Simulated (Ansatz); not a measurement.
The relaxed structure here is a generated cell of Bi2Se3: the first start was made by placing the elements on the sites of a structure type, and the end was not matched to a known phase here, so it may be hypothetical. Known forms of Bi2Se3 include space group No. 166.

A relaxed cell of Bi2Se3 (P-3m1 (No. 164)), relaxed on a k-mesh at least as fine as the one used below. Method: r2SCAN (plane waves to 500 eV, PAW, scalar-relativistic; Ansatz, an electronic-structure program). Γ-centred k-mesh 7×7×2 on the run's cell (coarser than for final values), Fermi–Dirac smearing 0.05 eV.

```
CELL_PARAMETERS angstrom
      4.16148     0.00000     0.00000
     -2.08074     3.60395     0.00000
      0.00000     0.00000    20.47344
ATOMIC_POSITIONS crystal
  Se 0.00000 0.00000 0.00000
  Se 0.00000 0.00000 0.50000
  Se 0.33333 0.66667 0.32948
  Se 0.33333 0.66667 0.82948
  Se 0.66667 0.33333 0.17052
  Se 0.66667 0.33333 0.67052
  Bi 0.33333 0.66667 0.09499
  Bi 0.33333 0.66667 0.59499
  Bi 0.66667 0.33333 0.40501
  Bi 0.66667 0.33333 0.90501
```

Every atom was then displaced, and the forces became (eV/Å):

```
atom     Fx     Fy     Fz
----  -----  -----  -----
Se1    0.54  -0.05   0.00
Se2    0.07   0.17   0.86
Se3    0.78   0.28   0.14
Se4   -0.82  -0.10  -1.18
Se5   -0.21   0.59   0.35
Se6   -0.49  -0.24   0.01
Bi7    0.01  -0.51  -0.28
Bi8    0.34   0.17  -0.15
Bi9   -0.70  -0.38  -0.89
Bi10   0.48   0.06   1.13
```

Problem. Which atom was moved farthest relative to the others, and in which direction?

Solution. Bi9, by (0.13, 0.07, 0.12) Å (0.19 Å, mean shift removed); the next is Se3 with 0.15 Å. Its force makes an angle of 171° with its move.

All displacements (Å):

```
atom      ux      uy      uz
----  ------  ------  ------
Se1   -0.147  -0.062  -0.004
Se2   -0.027  -0.063  -0.006
Se3   -0.157  -0.048   0.087
Se4    0.094   0.000   0.136
Se5   -0.014  -0.137  -0.028
Se6    0.111   0.002   0.074
Bi7   -0.072   0.036  -0.002
Bi8    0.037  -0.041   0.075
Bi9    0.124   0.038   0.172
Bi10  -0.050  -0.003  -0.020
```

Problem. Estimate the energy cost of the displacement in the harmonic approximation and compare with the calculation.

Solution. For a harmonic well ΔE = −½ Σ F·u = 0.462 eV a cell, or 46 meV/atom. The calculated energy relative to the undisplaced cell is +0.05 eV/atom, so the harmonic estimate holds well.

No spin polarisation in the result.

The run that gave the undisplaced cell could not lose the symmetry of its start; a randomly shaken copy of 10 atoms returns to this structure.
